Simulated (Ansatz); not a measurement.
TiC in space group P6_3/mmc (No. 194; Ti on 2c, C on 2d) under volume change, r²SCAN in the plane-wave PAW code Ansatz, shape and atoms relaxed at each volume.

```json
[
 {"V (Å³/atom)": "10.975", "E − E(relaxed) (meV/atom)": "72.3", "P (GPa)": "23.05"},
 {"V (Å³/atom)": "11.337", "E − E(relaxed) (meV/atom)": "30.5", "P (GPa)": "14.21"},
 {"V (Å³/atom)": "11.699", "E − E(relaxed) (meV/atom)": "7.3", "P (GPa)": "6.58"},
 {"V (Å³/atom)": "12.060", "E − E(relaxed) (meV/atom)": "0.0", "P (GPa)": "0.00"},
 {"V (Å³/atom)": "12.422", "E − E(relaxed) (meV/atom)": "…", "P (GPa)": "…"},
 {"V (Å³/atom)": "12.784", "E − E(relaxed) (meV/atom)": "25.1", "P (GPa)": "-10.57"},
 {"V (Å³/atom)": "13.146", "E − E(relaxed) (meV/atom)": "…", "P (GPa)": "…"}
]
```

### Question
Complete the blanks.

### Answer

- 12.422, E − E(relaxed) (meV/atom): 6.6
- 12.422, P (GPa): -5.67
- 13.146, E − E(relaxed) (meV/atom): 53.8
- 13.146, P (GPa): -14.78

### Question
What does a third-order Birch–Murnaghan fit give for V₀, B₀ and B′?

### Answer
V₀ = 12.06 Å³/atom, B₀ = 203 GPa, B′ = 3.9.

The start of the workflow was typed in or built on a structure type; neither database checked (COD, Materials Project) lists it. It is not the phase usual at ambient conditions (space group No. 225). The cell was relaxed with r²SCAN under the symmetry of its start; whether a distortion lowers the energy is not shown. No spin polarisation was allowed. The volume moved by -16 % from the start of the relaxation.

Potentials: the earlier of the program's two PAW sets.
